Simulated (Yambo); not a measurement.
AlP (wurtzite, space group P6_3mc, No. 186), G0W0@LDA (Yambo, plasmon pole, terminator in G, 6×6×2 mesh): gap Γ → M in eV by bands and screening block.

```csv
bands (W and G),2 Ry,4 Ry,6 Ry,8 Ry,10 Ry
33,___,2.64,2.73,___,2.76
58,2.46,2.59,2.72,2.76,2.77
93,2.43,___,2.71,2.76,2.78
136,2.43,2.56,2.71,2.77,2.79
179,2.42,2.56,2.71,2.78,2.80
```

### Question
Estimate the withheld gaps from their neighbours; the computed values follow.

### Answer

- 33, 2 Ry: 2.53
- 33, 8 Ry: 2.75
- 93, 4 Ry: 2.57

The largest settings aren't shown to be the converged limit.

Geometry relaxed with LDA; primitive cell a = 3.831 Å, b = 3.831 Å, c = 6.287 Å, α = 90.00°, β = 90.00°, γ = 120.00°.

This is not the ordinary phase of the substance; no match was found in the copy of COD used, and its stability was not checked.
